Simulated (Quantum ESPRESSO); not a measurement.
pw.x input (Quantum ESPRESSO 7.5; PBEsol, PseudoDojo standard norm-conserving files, fully relativistic):

```
&CONTROL
  calculation = 'scf'
  pseudo_dir = './pseudo'
  outdir = './out'
  tprnfor = .true.
  tstress = .true.
/
&SYSTEM
  ibrav = 0
  nat = 5
  ntyp = 3
  ecutwfc = 102.0
  ecutrho = 408.0
  occupations = 'smearing'
  smearing = 'fd'
  degauss = 0.002
  nbnd = 60
  noncolin = .true.
  lspinorb = .true.
/
&ELECTRONS
  conv_thr = 5e-10
/
ATOMIC_SPECIES
Cl 35.4500 Cl.upf
Cd 112.4140 Cd.upf
Cs 132.9055 Cs.upf
CELL_PARAMETERS angstrom
  5.264400000000   0.000000000000   0.000000000000
  0.000000000000   5.264400000000   0.000000000000
  0.000000000000   0.000000000000   5.264400000000
ATOMIC_POSITIONS crystal
Cl   0.000000000000   0.500000000000   0.500000000000
Cl   0.500000000000   0.000000000000   0.500000000000
Cl   0.500000000000   0.500000000000   0.000000000000
Cd   0.500000000000   0.500000000000   0.500000000000
Cs   0.000000000000   0.000000000000   0.000000000000
K_POINTS automatic
6 6 6 0 0 0
```

End of the output:

```

[...]
     the Fermi energy is     4.3984 ev
!    total energy              =    -495.12088928 Ry
     estimated scf accuracy    <          3.4E-10 Ry
     smearing contrib. (-TS)   =      -0.00000000 Ry
     internal energy E=F+TS    =    -495.12088928 Ry
     The total energy is F=E-TS. E is the sum of the following terms:
     one-electron contribution =    -331.67358364 Ry
     hartree contribution      =     179.88066674 Ry
     xc contribution           =     -87.75023922 Ry
     ewald contribution        =    -255.57773317 Ry
     convergence has been achieved in   8 iterations
     Forces acting on atoms (cartesian axes, Ry/au):
     atom    1 type  1   force =     0.00000000    0.00000000    0.00000000
     atom    2 type  1   force =     0.00000000    0.00000000    0.00000000
     atom    3 type  1   force =     0.00000000    0.00000000    0.00000000
     atom    4 type  2   force =     0.00000000    0.00000000    0.00000000
     atom    5 type  3   force =     0.00000000    0.00000000    0.00000000
     Total force =     0.000000     Total SCF correction =     0.000000
     Computing stress (Cartesian axis) and pressure
          total   stress  (Ry/bohr**3)                   (kbar)     P=      -11.74
  -0.00007982   0.00000000   0.00000000          -11.74        0.00        0.00
   0.00000000  -0.00007982   0.00000000            0.00      -11.74        0.00
   0.00000000   0.00000000  -0.00007982            0.00        0.00      -11.74
```
In a gapped system the printed Fermi energy is only some level inside the gap.

Geometry of the Materials Project entry, not relaxed at this level.
